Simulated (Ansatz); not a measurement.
## MgAl₂P₂, a known structure type with other elements, at an estimated volume

```
Al P Mg
1.0
     3.68598    0.00000    0.00000
    -1.84299    3.19216    0.00000
     0.00000    0.00000    6.34923
Al P Mg
2 2 1
Direct
  0.33333 0.66667 0.37730
  0.66667 0.33333 0.62270
  0.33333 0.66667 0.73460
  0.66667 0.33333 0.26540
  0.00000 0.00000 0.00000
```

The numbers come from plane-wave PAW DFT (Ansatz): r2SCAN, no spin polarisation, 500 eV, 11×11×6 Γ-centred k points, fermi-dirac occupations (width 0.1 eV). Nothing was relaxed.

- Forces: The largest is on P3 (and as large on other atoms): 2.65 eV/Å, components (0.00, 0.00, 2.65). It makes 108° with the line to a nearest neighbour, Al2 at 2.24 Å.
- Formation energy: 0.04 eV an atom against the elements' usual phases (free molecules for gases, crystals otherwise, with no correction for O₂ or N₂), too near zero to call. Relaxing would lower it.
- Stress: The pressure is 25.5 GPa (compression positive), so with the atoms held at these fractions the cell would first expand; the forces are large, so a full relaxation may end otherwise. The principal stresses 24.6, 24.6, 27.3 GPa differ, so its shape would change too.
- Charges: Bader charges in e: Mg +1.58, Al +2.20, P -2.99. In the mean Al gives up most and P takes most.
- Electronic structure: It is a metal, with about 1.9 states/eV a cell as the mean within 0.25 eV of the Fermi level, mostly Al p (26 %), Al s (21 %) and Mg s (14 %).

Origin: a known structure type with other elements, at an estimated volume, so it need not be a known compound. Caveats: atoms or cell far from equilibrium.
